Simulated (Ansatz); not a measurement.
# Phonon dispersion of Al₃Cu₂

The calculation used DFT LDA, scalar-relativistic, plane waves, PAW (Ansatz). Plane waves to 420 eV; Γ-centred k mesh 12×12×8; Fermi-Dirac smearing of 0.15 eV. No spin polarisation. Phonons by linear response, acoustic sum rule imposed.

Equilibrium structure at this level:
```xyz
5
Lattice="4.0581 0.0000 0.0000 -2.0291 3.5144 0.0000 0.0000 0.0000 4.9352" Properties=species:S:1:pos:R:3 pbc="T T T"
Al    0.0000    0.0000    0.0000
Al    0.0000    2.3430    1.7327
Al    2.0291    1.1715    3.2025
Cu    0.0000    2.3430    4.1555
Cu    2.0291    1.1715    0.7797
```

In a metal, frequencies and elastic constants depend on the k mesh and the smearing, soft modes and shear constants most.

Force constants from linear response on a 3×3×2 q mesh.

Problem. Is the structure dynamically stable on this mesh?

Solution. Yes, on this mesh: no mode is imaginary.

Problem. Give the frequencies (cm⁻¹; i marks imaginary ones) at the irreducible q points, in fractions of the reciprocal vectors.

Solution.
| q | star | frequencies |
| --- | --- | --- |
| 0.000 0.000 0.000 | 1 | 0 0 0 126 126 157 189 205 205 277 277 327 327 329 362 |
| 0.000 0.000 -0.500 | 1 | 86 86 93 93 169 176 196 221 221 269 269 326 327 327 338 |
| 0.000 0.333 0.000 | 6 | 82 87 129 130 143 166 185 206 225 258 265 329 341 342 371 |
| 0.000 0.333 -0.500 | 6 | 80 117 133 141 171 181 184 196 216 259 280 315 338 340 366 |
| 0.333 0.333 0.000 | 2 | 99 99 128 141 168 168 173 223 223 244 293 333 333 363 363 |
| 0.333 0.333 -0.500 | 2 | 132 137 144 144 159 159 184 219 227 227 296 314 314 364 364 |

Whether Al3Cu2 exists in this form wasn't checked.

Cost: 1 run of about 70 core-minutes, on Intel Xeon Processor @ 2.70GHz (shared hosts).